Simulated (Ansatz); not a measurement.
La (dhcp (α-La type)), relaxed with LDA (Ansatz, an electronic-structure program, plane waves, PAW): a = b = 3.5844 Å, c = 11.5609 Å, α = β = 90.00°, γ = 120.00°.

Problem. The same phase is relaxed and computed with PBE+D3(BJ) in the same code. What is the cell now?

Solution. a = 3.662 Å, b = 3.662 Å, c = 11.796 Å, α = 90.00°, β = 90.00°, γ = 120.00°.

All cells were relaxed under the symmetry of their starts (and spin orders); stability against distortions was not tested throughout. Spin–orbit coupling is left out wherever it is not named.

Potentials: the earlier of the program's two PAW sets. The files were generated under PBE; for other functionals the program regenerates the frozen cores, and for LDA and PBEsol the local potential too.

Ansatz is a plane-wave DFT program.
